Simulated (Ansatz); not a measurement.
Ge$_{2}$Mo:
```
CELL_PARAMETERS angstrom
     -3.10591     3.10591     2.62204
      3.10591    -3.10591     2.62204
      3.10591     3.10591    -2.62204
ATOMIC_POSITIONS crystal
  Ge 0.64585 0.14585 0.79170
  Ge 0.85415 0.64585 0.50000
  Ge 0.14585 0.35415 0.50000
  Ge 0.35415 0.85415 0.20830
  Mo 0.25000 0.25000 0.00000
  Mo 0.75000 0.75000 0.00000
```

Relaxed with PBE. Special points in fractions of this cell's reciprocal vectors: Γ (0.000, 0.000, 0.000); X (0.000, 0.000, 0.500); M (-0.500, 0.500, 0.500); Z (0.428, 0.428, -0.428); Z0 (-0.428, 0.572, 0.428); P (0.250, 0.250, 0.250); N (0.000, 0.500, 0.000).

Question: List the band energies nearest the Fermi level at these points for DFT-PBE in the program Ansatz with PAW potentials.

Answer: In eV from the Fermi level; about four levels below and three above (degenerate sets whole), none deeper than 8.9 eV; points with the same levels are listed once.

| k | below | above |
|---|---|---|
| Γ | -1.81 -1.35 -1.35 -0.35 | 0.33 0.73 2.06 2.06 |
| X | -2.00 -1.59 -1.00 -0.75 | 0.39 1.58 1.69 |
| M | -2.39 -2.06 -1.24 -0.76 | 0.01 0.53 1.28 |
| Z | -2.23 -1.21 -0.28 -0.13 | 0.81 0.92 1.26 1.26 |
| P | -0.61 -0.61 -0.21 -0.21 | 2.75 2.75 3.51 3.51 |
| N | -1.30 -1.30 -0.49 -0.49 | 0.75 0.75 1.66 1.66 |

Space group I4/mcm. A made-up cell: these elements were put on the sites of a structure type; neither database checked (COD, Materials Project) lists it. COD files the formula under space group No. 62, so this cell is another polymorph or a model. Whether it is the stable phase at ambient conditions was not checked. The PBE relaxation kept the symmetry of its start; its stability against distortions is not shown here. No spin polarisation was allowed. Scalar-relativistic: spin–orbit coupling is off unless named, which matters more the heavier the elements.

Potentials: the later of the program's two PAW sets.
